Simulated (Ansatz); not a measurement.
A run on Sn (diamond type): DFT, PBEsol, norm-conserving pseudopotentials, Ansatz's default files, scalar-relativistic (Ansatz 0.2.0).

Command: `ansatz run input.yaml --threads 1 --pin off --max-ram 2048MiB --backend cpu --events-out ev --progress --plain --runs-dir out`

```yaml
crystal:
  lattice:
    - [0.0, 3.2710663102, 3.2710663102]
    - [3.2710663102, 0.0, 3.2710663102]
    - [3.2710663102, 3.2710663102, 0.0]
  atoms:
    - { symbol: Sn, position: [-0.1925, -0.1025, -0.1025] }
    - { symbol: Sn, position: [0.1925, 0.1025, 0.1025] }
kpoints:
  mp_grid: { grid: [8, 8, 8] }
scf:
  occupations: { method: fermi_dirac, width: 0.05 }
hamiltonian:
  xc: pbesol
  pseudopotentials: { kind: nc }
output:
  forces: true
  stress: true
  eigenvalues: true
  efg: { contact_densities: true }
  populations: true
```

Question: How does the run end?

Answer: It is refused before any iteration. The log ends:
```
Error: output.efg without hamiltonian.pseudopotentials.kind: paw|paw_fr|all_electron or hamiltonian.pseudopotentials.kind: all_electron — the all-electron EFG reconstruction needs the PAW one-centre densities; drop the efg request, or set kind: paw (paw_fr under spin-orbit coupling) (under a functional that reads the kinetic-energy density, kind: paw is refused in some combinations and carries risks of its own in the rest: see hamiltonian.xc for the refusals and hamiltonian.pseudopotentials.kind for the risks, both in the input reference; kind: paw is refused beside gw.static_remainder)
```
